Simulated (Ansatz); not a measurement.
InO$_{16}$Zn$_{15}$:
```xyz
32
Lattice="6.5254 0.0000 0.0000 -3.2627 5.6511 0.0000 0.0000 0.0000 10.5225" Properties=species:S:1:pos:R:3 pbc="T T T"
In     0.0000     0.0000     2.6235
O      0.0000     0.0000     4.7198
O      0.0000     0.0000     9.9019
O      4.8896     2.8230     4.6213
O     -1.6179     2.8333     9.8626
O      3.2627     0.0051     4.6213
O      0.0000     5.6356     9.8626
O      1.6358     2.8230     4.6213
O      1.6179     2.8333     9.8626
O      4.8277     0.9801     1.9309
O      4.8924     0.9428     7.2807
O      3.2627     3.6909     1.9309
O      3.2627     3.7656     7.2807
O      1.6976     0.9801     1.9309
O      1.6329     0.9428     7.2807
O      0.0000     3.7674     1.9922
O      0.0000     3.7674     7.2315
Zn     0.0000     0.0000     7.8922
Zn    -1.6196     2.8323     2.6412
Zn    -1.6176     2.8335     7.8778
Zn     0.0000     5.6376     2.6412
Zn     0.0000     5.6353     7.8778
Zn     1.6196     2.8323     2.6412
Zn     1.6176     2.8335     7.8778
Zn     4.8619     0.9604     5.3129
Zn     4.8733     0.9538    10.4335
Zn     3.2627     3.7303     5.3129
Zn     3.2627     3.7435    10.4335
Zn     1.6635     0.9604     5.3129
Zn     1.6520     0.9538    10.4335
Zn     0.0000     3.7674     5.2523
Zn     0.0000     3.7674    10.5155
```

Relaxed with r²SCAN.

Question: Map the valence electron density (e/Å³), cut off at 2 on the plane through (0.000, 0.000, 0.249) spanned by u = [0, 0, 1] and v = [1, -1, 0] in lattice vectors, from the program Ansatz at the r²SCAN level (PAW).

Answer: x is the fraction of u, y of v (the angle between them is 90°; rows are the nearest grid lines); atoms in the plane: In at (0.00, 0.00), O at (0.20, 0.00), O at (0.69, 0.00), O at (0.19, 0.50), O at (0.69, 0.50), O at (0.93, 0.83), O at (0.44, 0.83), O at (0.94, 0.33), O at (0.44, 0.33), Zn at (0.50, 0.00).
```
y \ x   0.000  0.100  0.175  0.275  0.375  0.450  0.550  0.625  0.725  0.825  0.900   1.00
------  -----  -----  -----  -----  -----  -----  -----  -----  -----  -----  -----  -----
1.00     2.00  0.587   2.00  0.712  0.086   2.00   2.00   1.30   2.00  0.083  0.347   2.00
0.925   0.973  0.173  0.582  0.302  0.146  0.498  0.278  0.244  0.643  0.104  0.251  0.973
0.850   0.991  0.056  0.471   2.00   1.13   2.00  0.173  0.107   2.00  0.519   2.00  0.991
0.775   0.485  0.049  0.217   1.44  0.394   1.42  0.110  0.077   1.37  0.249   1.23  0.485
0.700   0.058  0.029  0.048  0.060  0.036  0.060  0.037  0.032  0.065  0.034  0.049  0.058
0.625   0.071  0.038  0.069  0.061  0.035  0.065  0.048  0.044  0.077  0.033  0.045  0.071
0.550    2.00  0.312   2.00  0.267  0.073  0.723  0.707  0.556   1.22  0.057  0.126   2.00
0.450    2.00  0.315   2.00  0.291  0.098  0.835  0.773  0.621   1.46  0.075  0.164   2.00
0.375   0.850  0.064  0.403   2.00  0.772   2.00  0.132  0.089   2.00  0.424   1.66  0.850
0.300    1.01  0.057  0.472   2.00  0.965   2.00  0.129  0.078   2.00  0.519   2.00   1.01
0.225   0.107  0.039  0.073  0.104  0.073  0.137  0.052  0.041  0.114  0.061  0.096  0.107
0.150   0.058  0.031  0.038  0.040  0.026  0.043  0.033  0.026  0.046  0.027  0.034  0.058
0.0750  0.967  0.168  0.498  0.177  0.056  0.262  0.272  0.220  0.463  0.054  0.115  0.967
0.000    2.00  0.587   2.00  0.712  0.086   2.00   2.00   1.30   2.00  0.083  0.347   2.00
```

The density is the valence pseudo-density with augmentation charge, so density and ELF within about 1 Å of a nucleus are not all-electron values.

Space group P3m1. The start of the workflow was typed in or built on a structure type; neither database checked (COD, Materials Project) lists it. Its standing as an ambient phase is unchecked. Symmetry was held in the r²SCAN relaxation; its stability against distortions is not shown here.

Potentials: the later of the program's two PAW sets.
